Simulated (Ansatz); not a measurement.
## WC: a vibration from a frozen displacement

Computed with DFT PBEsol, scalar-relativistic, plane waves, PAW (Ansatz). The runs took a 420 eV cutoff, a Γ-centred 18×18×18 mesh and Gaussian smearing (0.15 eV). Spin–orbit coupling is left out, which matters for the heavy elements here. No spin polarisation. Energies are free energies at this smearing, counted from the undisturbed cell; pressure is positive in compression.

The undisturbed cell (as given, not relaxed at this level; it stands at -10.1 GPa; this rock-salt form isn't the usual structure):

```
W C
1.0
     0.00000    2.19268    2.19268
     2.19268    0.00000    2.19268
     2.19268    2.19268    0.00000
W C
1 1
Direct
  0.00000 0.00000 0.00000
  0.50000 0.50000 0.50000
```

Every W atom is moved by x along the Cartesian unit vector (0.000, -0.707, -0.707); the cell and all other atoms stay fixed. The cell's volume is 21.08 Å³; the moved atoms weigh 183.840 u together and the others 12.011 u. Some rows repeat others by symmetry and weren't run.

| x (Å) | ΔE (meV/cell) | total force on the moved atoms along the move (eV/Å) | pressure (GPa) |
| --- | --- | --- | --- |
| -0.5000 | 1087.43 | 5.0656 | 27.6815 |
| -0.4375 | 800.99 | 4.1683 | 19.1395 |
| -0.3750 | 560.41 | 3.4787 | 11.5861 |
| -0.3125 | 369.58 | 2.6340 | 5.1068 |
| -0.2500 | 227.30 | 1.9525 | -0.2774 |
| -0.1875 | 122.34 | 1.4111 | -4.5723 |
| -0.1250 | 50.99 | 0.8740 | -7.6763 |
| -0.0625 | 11.85 | 0.3917 | -9.5144 |
| 0.0000 | 0.00 | 0.0000 | -10.1215 |
| 0.0625 | 11.85 | -0.3917 | -9.5144 |
| 0.1250 | 50.99 | -0.8740 | -7.6763 |
| 0.1875 | 122.34 | -1.4111 | -4.5723 |
| 0.2500 | 227.30 | -1.9525 | -0.2774 |
| 0.3125 | 369.58 | -2.6340 | 5.1068 |
| 0.3750 | 560.41 | -3.4787 | 11.5861 |
| 0.4375 | 800.99 | -4.1683 | 19.1395 |
| 0.5000 | 1087.43 | -5.0656 | 27.6815 |

Question: What frequency belongs to this motion?

Answer: The force constant is k = −dF/dx = 6.268 eV/Å², from the parabola through x = -0.0625, 0 and 0.0625. In every cell the moved atoms swing against the rest, so the mass is μ = m₁m₂/(m₁ + m₂) = 11.274 u, and ν̃ = 521.5 cm⁻¹ × √(|k|/μ) = 389 cm⁻¹, at this cell's pressure of -10.1 GPa. Steps this long are already anharmonic: the energies of the same points give k = 6.069 eV/Å², so the harmonic k is uncertain by that gap or more. To first order in x, and within 1 %, the force on every atom lies along the move and, within each of the two groups, in proportion to the atom's mass, so this is itself a mode at the zone centre of this cell.

Question: How far does the harmonic law reach?

Answer: At x = -0.500 Å, kx²/2 = 783.47 meV against the computed 1087.43 meV (+38.8 %): the well stiffens in this direction at large amplitude.

Question: The pressure changes with x². What does that say about the frequency under compression?

Answer: With E = k(V)x²/2, k ∝ V^(−2γ) and x scaling with the cell as V^(1/3), P − P0 = −∂E/∂V = (2γ − 2/3) ΔE/V. At x = 0.1250 Å, V(P − P0) = 21.08 × 2.44518 / 160.2 eV = 321.78 meV and ΔE = 50.99 meV, so γ = 1/3 + V(P − P0)/(2ΔE) = 3.49. This is the Grüneisen parameter of the motion under uniform scaling of the cell: shrinking the cell evenly by 1 % in volume raises the frequency by about 3.49 %.

In a metal these slopes depend on the k mesh and the smearing.